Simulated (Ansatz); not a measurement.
HgTe:
Space group P3₁21 (No. 152); a = 4.675 Å, b = 4.675 Å, c = 10.387 Å, α = 90.00°, β = 90.00°, γ = 120.00°

| atom | site | symmetry | x | y | z |
|---|---|---|---|---|---|
| Hg | 3a | .2. | 0.3086 | 0.3086 | 0.0000 |
| Te | 3b | .2. | 0.4890 | 0.4890 | 0.5000 |

Relaxed with r²SCAN.

Q: Tabulate the valence density and the electron localisation function along the shortest Hg–Te contact (2.71 Å), the program Ansatz at the r²SCAN level (PAW).

A: 

| distance from Hg (Å) | density (e/Å³) | ELF |
|---|---|---|
| 0.27 | 13.82 | 0.68 |
| 0.41 | 10.48 | 0.59 |
| 0.54 | 7.11 | 0.53 |
| 0.68 | 4.24 | 0.46 |
| 0.81 | 2.17 | 0.38 |
| 0.95 | 1.04 | 0.30 |
| 1.08 | 0.64 | 0.28 |
| 1.22 | 0.49 | 0.36 |
| 1.35 | 0.46 | 0.51 |
| 1.49 | 0.49 | 0.59 |
| 1.63 | 0.58 | 0.56 |
| 1.76 | 0.72 | 0.48 |
| 1.90 | 1.12 | 0.41 |
| 2.03 | 2.48 | 0.29 |
| 2.17 | 5.29 | 0.14 |
| 2.30 | 9.22 | 0.04 |
| 2.44 | 13.31 | 0.01 |

The density is the valence pseudo-density with augmentation charge, so density and ELF within about 1 Å of a nucleus are not all-electron values.

Space group P3_121. The first step of the workflow began from a Materials Project structure, measured or hypothetical; the Crystallography Open Database copy checked does not list it. It is not the phase usual at ambient conditions (space group No. 216). The r²SCAN relaxation kept the symmetry of its start; its stability against distortions is not shown here. Scalar-relativistic: spin–orbit coupling is off unless named, which matters more the heavier the elements.

Potentials: the later of the program's two PAW sets.
